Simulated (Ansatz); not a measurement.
# Al (P6_3/mmc): electronic heat capacity and spin susceptibility from the density of states

All numbers below come from Ansatz 0.2.0, DFT PBEsol+D3(BJ), scalar-relativistic, plane waves, PAW.

Settings: cutoff 420 eV, Γ-centred mesh 18×18×6 on the computed 4-atom cell, Gaussian smearing of 0.10 eV; no spin polarisation.

Relaxed cell: P6_3/mmc, a = 2.801 Å, b = 2.801 Å, c = 9.193 Å, α = 90.00°, β = 90.00°, γ = 120.00°, 4 atoms in the primitive cell. This form isn't the element's structure at ambient conditions.

The density of states at the Fermi level is 1.455 states/eV in the cell of 4 atoms (4 formula units; both spins, tetrahedra on a 27×27×9 mesh).

Question: What Sommerfeld coefficient and Pauli susceptibility does this give?

Answer: Per formula unit N(E_F) = 0.364 states/eV. γ = (π²/3) k_B² N(E_F) N_A = 2.357 mJ/(mol K²) per state/eV, so γ = 0.9 mJ/(mol K²), a mole of formula units. χ_P = μ_B² N(E_F) N_A = 3.23×10⁻⁵ emu/mol per state/eV gives 1.2×10⁻⁵ emu/mol. This is the bare band result: a measured γ of the same phase is as a rule larger by a factor 1 + λ from phonons and spin fluctuations, the spin part of χ is larger by the Stoner factor, and a measured χ also holds orbital and core terms. N(E_F) at one energy is sensitive to the mesh where the density of states has sharp peaks.

Cost: 1 run of about 1.1 core-minutes, on Intel Xeon Platinum 8259CL (Skylake/Cascade Lake) (shared hosts).